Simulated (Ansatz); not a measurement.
# Deforming Ge

```yaml
crystal:
  lattice:
    - [0.00000, 2.82877, 2.82877]
    - [2.82877, 0.00000, 2.82877]
    - [2.82877, 2.82877, 0.00000]
  atoms:
    - { symbol: Ge, position: [0.50000, 0.50000, 0.50000] }
    - { symbol: Ge, position: [0.75000, 0.75000, 0.75000] }
```

Atoms are numbered in the order listed.

The structure is an experimental refinement, used without relaxation.

Computed with DFT, PBEsol, all-electron PAW with datasets made for the crystal, scalar-relativistic in Ansatz 0.2.0.

Numerical set-up: a Γ-centred 11×11×11 k mesh, Fermi–Dirac smearing of 0.05 eV, cutoff 140 eV (chosen by the program for this cell), no spin polarisation.

The unchanged cell is at 0.66 GPa.

In a metal, stresses and small energies carry noise from the k mesh.

x, y and z are the Cartesian axes of the cell as listed; fractional coordinates follow a strain, and an engineering shear is twice the off-diagonal strain component.

**Question.** With this change (equal xy, yz and zx engineering shear strains of -2 %), what becomes of the energy and stress and forces?

**Answer.** Energy change +7 meV/atom; stress change (xx, yy, zz, yz, xz, xy) 0.15, 0.15, 0.15, 1.72, 1.72, 1.72 GPa, compression positive; change of the force on Ge2 (0.197, 0.197, 0.197) eV/Å.

**Question.** With this change (equal xy, yz and zx engineering shear strains of -1 %), what becomes of the energy and stress and forces?

**Answer.** Energy change +2 meV/atom; stress change (xx, yy, zz, yz, xz, xy) 0.04, 0.04, 0.04, 0.84, 0.84, 0.84 GPa, compression positive; change of the force on Ge2 (0.093, 0.093, 0.093) eV/Å.

**Question.** With this change (equal xy, yz and zx engineering shear strains of +1 %), what becomes of the energy and stress and forces?

**Answer.** Energy change +2 meV/atom; stress change (xx, yy, zz, yz, xz, xy) 0.04, 0.04, 0.04, -0.81, -0.81, -0.81 GPa, compression positive; change of the force on Ge1 (0.082, 0.082, 0.082) eV/Å.

**Question.** With this change (equal xy, yz and zx engineering shear strains of +2 %), what becomes of the energy and stress and forces?

**Answer.** Energy change +7 meV/atom; stress change (xx, yy, zz, yz, xz, xy) 0.14, 0.14, 0.14, -1.60, -1.60, -1.60 GPa, compression positive; change of the force on Ge1 (0.156, 0.156, 0.156) eV/Å.
